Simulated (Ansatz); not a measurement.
ScAlN2:
```
CELL_PARAMETERS angstrom
      3.32270     0.00000     0.00000
     -1.66135     2.87754     0.00000
      0.00000     0.00000     5.16885
ATOMIC_POSITIONS crystal
  Sc 0.33333 0.66667 0.99077
  N  0.33333 0.66667 0.40830
  Al 0.66667 0.33333 0.50402
  N  0.66667 0.33333 0.86691
```

Relaxed with r²SCAN.

Question: Give the Bader charges and basin volumes of the independent atoms, DFT-r²SCAN in the program Ansatz with PAW potentials.

Answer: 

```
atom  Bader charge (e)  Bader volume (Å³)
----  ----------------  -----------------
Sc1              +1.87                9.5
N2               -2.33               19.4
Al3              +2.46                4.3
N4               -1.99               16.3
```

Space group P3m1. The start of the workflow was typed in or built on a structure type; neither database checked (COD, Materials Project) lists it. Whether it is the stable phase at ambient conditions was not checked. The cell was relaxed with r²SCAN under the symmetry of its start; its stability against distortions is not shown here. No spin polarisation was allowed.

Potentials: the earlier of the program's two PAW sets. The files were generated under PBE; for other functionals the program regenerates the frozen cores, and for LDA and PBEsol the local potential too.
